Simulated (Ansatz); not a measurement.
Starting cell, Be (hcp, Mg type):

```
Be
1.0
    4.52630     0.00000     0.00000
   -1.13157     1.95994     0.00000
    0.00000     0.00000     3.56313
Be
4
Direct
  0.16667   0.66667   0.75000
  0.66667   0.66667   0.75000
  0.33333   0.33333   0.25000
  0.83333   0.33333   0.25000
```

The atoms are displaced by Q × the pattern below (from a DFPT mode at M = (0.5, 0.0, 0.0), largest move 1; Q in Å), at fixed cell. (q is in reciprocal vectors of the primitive cell; the cell shown is doubled to hold the pattern.)

```csv
atom,x,y,z
Be1,-0.500,0.866,0.000
Be2,0.500,-0.866,0.000
Be3,-0.500,0.866,0.000
Be4,0.500,-0.866,0.000
```

Calculation: r2SCAN (plane waves to 500 eV, PAW, scalar-relativistic; Ansatz, a program for electronic structure). k mesh 23×23×13 (Γ-centred), Fermi-Dirac smearing 0.05 eV. The energy includes the smearing's −TS. With partly filled bands, energies and forces of such displacements shift with the k mesh and the smearing. Be was relaxed with its symmetry unable to fall. The PAW data are Ansatz's earlier set. The zero of ΔE is the undisplaced structure. The last digit holds for this mesh only.

```json
[
 {"Q (Å)": "-0.1000", "ΔE (meV/cell)": "withheld"},
 {"Q (Å)": "-0.0833", "ΔE (meV/cell)": "77.7"},
 {"Q (Å)": "-0.0667", "ΔE (meV/cell)": "49.9"},
 {"Q (Å)": "-0.0500", "ΔE (meV/cell)": "28.2"},
 {"Q (Å)": "-0.0333", "ΔE (meV/cell)": "12.6"},
 {"Q (Å)": "-0.0167", "ΔE (meV/cell)": "3.1"},
 {"Q (Å)": "0.0000", "ΔE (meV/cell)": "0.0"},
 {"Q (Å)": "0.0167", "ΔE (meV/cell)": "3.1"},
 {"Q (Å)": "0.0333", "ΔE (meV/cell)": "12.6"},
 {"Q (Å)": "0.0500", "ΔE (meV/cell)": "28.2"},
 {"Q (Å)": "0.0667", "ΔE (meV/cell)": "49.9"},
 {"Q (Å)": "0.0833", "ΔE (meV/cell)": "77.7"},
 {"Q (Å)": "0.1000", "ΔE (meV/cell)": "withheld"}
]
```

### Question
Fit an even polynomial form (powers 2, 4) to the given rows and predict ΔE at Q = -0.1000.

### Answer
Least squares on the 11 given rows: ΔE = (11300)·Q² + (-15940)·Q⁴, in meV/cell with Q in Å; root-mean-square residual 0.06 meV/cell. At -0.1000 the fit gives 111.4 meV/cell; the calculation gives 111.3 meV/cell, so the extrapolation is off by 0.1 (+0.1 %). The quadratic term alone would give 113.0 meV/cell.

(A displaced cell: forces are minus the slopes of the energy, force constants its curvatures, and phonons follow from these.)
